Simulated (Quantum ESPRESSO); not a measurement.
pw.x input (Quantum ESPRESSO 7.5; PBEsol, PseudoDojo standard norm-conserving files, scalar-relativistic):

```
&CONTROL
  calculation = 'scf'
  pseudo_dir = './pseudo'
  outdir = './out'
  tprnfor = .true.
  tstress = .true.
/
&SYSTEM
  ibrav = 0
  nat = 10
  ntyp = 4
  ecutwfc = 84.0
  ecutrho = 336.0
  occupations = 'smearing'
  smearing = 'fd'
  degauss = 0.002
  nbnd = 54
/
&ELECTRONS
  conv_thr = 1e-09
/
ATOMIC_SPECIES
F 18.9984 F.upf
Rb 85.4678 Rb.upf
Y 88.9058 Y.upf
Ag 107.8682 Ag.upf
CELL_PARAMETERS angstrom
  0.000000000000   4.543255000000   4.543255000000
  4.543255000000   0.000000000000   4.543255000000
  4.543255000000   4.543255000000   0.000000000000
ATOMIC_POSITIONS crystal
F   0.737000000000   0.263000000000   0.263000000000
F   0.263000000000   0.737000000000   0.737000000000
F   0.263000000000   0.737000000000   0.263000000000
F   0.737000000000   0.263000000000   0.737000000000
F   0.263000000000   0.263000000000   0.737000000000
F   0.737000000000   0.737000000000   0.263000000000
Rb   0.750000000000   0.750000000000   0.750000000000
Rb   0.250000000000   0.250000000000   0.250000000000
Y   0.500000000000   0.500000000000   0.500000000000
Ag   0.000000000000   0.000000000000   0.000000000000
K_POINTS automatic
6 6 6 0 0 0
```

End of the output:

```
     total energy              =    -795.35461149 Ry
     estimated scf accuracy    <       0.00000003 Ry
     total energy              =    -795.35461150 Ry
     estimated scf accuracy    <          1.4E-09 Ry
[...]
     the Fermi energy is     6.9436 ev
!    total energy              =    -795.35461150 Ry
     estimated scf accuracy    <          1.2E-10 Ry
     smearing contrib. (-TS)   =      -0.00000000 Ry
     internal energy E=F+TS    =    -795.35461150 Ry
     The total energy is F=E-TS. E is the sum of the following terms:
     one-electron contribution =    -434.17772262 Ry
     hartree contribution      =     259.29524295 Ry
     xc contribution           =    -155.24558793 Ry
     ewald contribution        =    -465.22654390 Ry
     convergence has been achieved in  11 iterations
     Forces acting on atoms (cartesian axes, Ry/au):
     atom    1 type  1   force =     0.00487177   -0.00000000    0.00000000
     atom    2 type  1   force =    -0.00487177    0.00000000    0.00000000
     atom    3 type  1   force =     0.00000000    0.00487177   -0.00000000
     atom    4 type  1   force =     0.00000000   -0.00487177    0.00000000
     atom    5 type  1   force =     0.00000000    0.00000000    0.00487177
     atom    6 type  1   force =     0.00000000    0.00000000   -0.00487177
     atom    7 type  2   force =    -0.00000000    0.00000000    0.00000000
     atom    8 type  2   force =     0.00000000    0.00000000    0.00000000
     atom    9 type  3   force =     0.00000000   -0.00000000    0.00000000
     atom   10 type  4   force =    -0.00000000    0.00000000    0.00000000
     Total force =     0.011933     Total SCF correction =     0.000020
     Computing stress (Cartesian axis) and pressure
          total   stress  (Ry/bohr**3)                   (kbar)     P=       -4.50
  -0.00003058  -0.00000000  -0.00000000           -4.50       -0.00       -0.00
  -0.00000000  -0.00003058  -0.00000000           -0.00       -4.50       -0.00
  -0.00000000   0.00000000  -0.00003058           -0.00        0.00       -4.50
```
In a gapped system the printed Fermi energy is only some level inside the gap.

Spin-orbit coupling is not included.

Geometry of the Materials Project entry, not relaxed at this level.
